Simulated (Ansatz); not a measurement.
TiS2:
```xyz
9
Lattice="3.4161 0.0000 0.0000 -1.7081 2.9584 0.0000 0.0000 0.0000 19.7497" Properties=species:S:1:pos:R:3 pbc="T T T"
Ti     0.0000     0.0000     0.0000
Ti     0.0000     0.0000     6.5854
Ti     0.0000     0.0000    13.1642
S      0.0000     1.9723     1.4183
S      0.0000     1.9723     8.0037
S      0.0000     1.9723    14.5826
S      1.7081     0.9861     5.1670
S      1.7081     0.9861    11.7459
S      1.7081     0.9861    18.3313
```

Relaxed with PBE. Special points in fractions of this cell's reciprocal vectors: Γ (0.000, 0.000, 0.000); M (0.500, 0.000, 0.000); K (0.333, 0.333, 0.000); A (0.000, 0.000, 0.500); L (0.500, 0.000, 0.500); H (0.333, 0.333, 0.500).

### Question
List the band energies nearest the Fermi level at these points for DFT-PBE in the program Ansatz with PAW potentials.

### Answer
In eV from the Fermi level; about four levels below and three above (degenerate sets whole), none deeper than 8.9 eV; points with the same levels are listed once.

| k | below | above |
|---|---|---|
| Γ | -0.02 -0.02 -0.02 -0.02 | 0.00 0.00 0.42 0.42 0.42 0.42 0.43 0.43 |
| M | -1.83 -1.83 -1.44 -1.41 -1.41 | 0.03 0.03 0.12 |
| K | -2.38 -2.38 -2.38 -2.38 | 1.09 1.09 1.09 |
| A | -0.01 -0.01 -0.01 -0.01 | 0.42 0.42 0.43 0.43 0.43 0.43 |
| L | -1.43 -1.43 -1.39 0.00 | 0.09 0.09 1.45 1.45 1.45 |
| H | -2.44 -2.44 -2.44 -2.44 -2.36 -2.36 | 1.09 1.09 1.10 |

Space group P-3m1 (CdI2 type). The PBE relaxation kept the symmetry of its start. The run is not spin-polarised. The volume lies over 15 % above that of the usual cell of this phase: another minimum, or an error of the functional. A crystal of weakly bound layers computed without a dispersion correction: the cell and the soft elastic constants depend strongly on that. A small band overlap can be real or an error of a semilocal functional.

Potentials: the later of the program's two PAW sets.
